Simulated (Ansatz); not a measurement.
A geometry of TiTe$_{2}$ away from equilibrium: step 2 of the relaxation of a relaxed TiTe2 cell displaced along its unstable phonon at q = (0, 0, ½) of its primitive reciprocal cell (62i cm⁻¹), largest move 0.15 Å. All values below come from PBE (plane waves to 420 eV, PAW, scalar-relativistic; Ansatz, an electronic-structure program). Γ-centred k-mesh 7×7×3 on the run's cell (coarser than for final values), Fermi–Dirac smearing 0.05 eV.

```xyz
12
Lattice="4.8381 0.0000 0.0000 0.0000 4.9036 0.0000 0.0000 0.0000 14.1059" Properties=species:S:1:pos:R:3:forces:R:3 pbc="T T T" free_energy=-65842.768 pressure_GPa=-0.3
Te     0.0000     2.5322     2.1385    0.0000    0.1417    0.0263
Te     0.0000     2.3715     9.1914    0.0000   -0.1417    0.0263
Te     2.4190     0.2729     4.9392    0.0000   -0.0444   -0.0222
Te     2.4190    -0.2729    11.9921    0.0000    0.0444   -0.0222
Te     0.0000     2.7247     5.6402    0.0000   -0.0444    0.0222
Te     0.0000     2.1790    12.6932    0.0000    0.0444    0.0222
Te     2.4190    -0.0803     1.3880    0.0000   -0.1417   -0.0263
Te     2.4190     0.0803     8.4409    0.0000    0.1417   -0.0263
Ti     0.0000    -0.3063    -0.0307    0.0000   -0.4158   -0.0758
Ti     0.0000     0.3063     7.0222    0.0000    0.4158   -0.0758
Ti     2.4190     2.7582     3.5572    0.0000    0.4158    0.0758
Ti     2.4190     2.1455    10.6101    0.0000   -0.4158    0.0758
```

Positions in Å, forces in eV/Å, free energy of the cell in eV (comparable only within this code, potentials and settings). Largest force: 0.42 eV/Å, on Ti9, Ti10, Ti11, Ti12 (atoms numbered as listed); the geometry lies 0.21 eV/atom above the end of its relaxation.

No spin polarisation in the result.

The run could not lose the symmetry of its start, so the end can be a saddle point.

The end of the path is a generated cell of TiTe2: the first start was made by placing the elements on the sites of a structure type, and the end was not matched to a known phase here, so it may be hypothetical. Known forms of TiTe2 include space group No. 164.
